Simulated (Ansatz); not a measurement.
Here is the system:

SrTiO$_{3}$ (cubic perovskite)

```yaml
crystal:
  lattice:
    - [3.93649, 0.00000, 0.00000]
    - [0.00000, 3.93649, 0.00000]
    - [0.00000, 0.00000, 3.93649]
  atoms:
    - { symbol: Sr, position: [0.00000, 0.00000, 0.00000] }
    - { symbol: Ti, position: [0.50000, 0.50000, 0.50000] }
    - { symbol: O, position: [0.00000, 0.50000, 0.50000] }
    - { symbol: O, position: [0.50000, 0.50000, 0.00000] }
    - { symbol: O, position: [0.50000, 0.00000, 0.50000] }
```

In this cell atom 1 (Sr, nearest neighbour O at 2.784 Å; its periodic images, 3.9 Å or more away, move with it) is moved by s along Cartesian [111], unit vector (0.577, 0.577, 0.577); all other atoms and the cell stay fixed.

Method: PBE (plane waves to 420 eV, PAW, scalar-relativistic; Ansatz, an electronic-structure program). k mesh 7×7×7 (Γ-centred), Fermi-Dirac smearing 0.05 eV. Energies are smeared free energies. Left out: 2 of 11 points, with atoms too close for the PAW data. SrTiO3 is run without spin polarisation. SrTiO3 was relaxed with its symmetry unable to fall. The PAW data are Ansatz's earlier set. ΔE is measured from the undisplaced structure.

The scan covers s from -0.672 to 0.672 Å in 9 points.

Problem. Is this a single well or a double well?

Solution. A single well with its minimum at or next to zero displacement.

Problem. Is the energy the same for equal positive and negative displacements?

Solution. Even: the same for both signs. With its periodic images moving along, the atom's site symmetry in this cell is m-3m.

Problem. What is the energy change at s = 0.672 Å?

Solution. 1300 meV/cell.

Problem. What force acts on the atom along the line at s = -0.672 Å?

Solution. 5.54 eV/Å.

Problem. What is the force constant k = d²E/ds² of this move at s = 0?

Solution. 3.24 eV/Å².

(A displaced cell: forces are minus the slopes of the energy, force constants its curvatures, and phonons follow from these.)
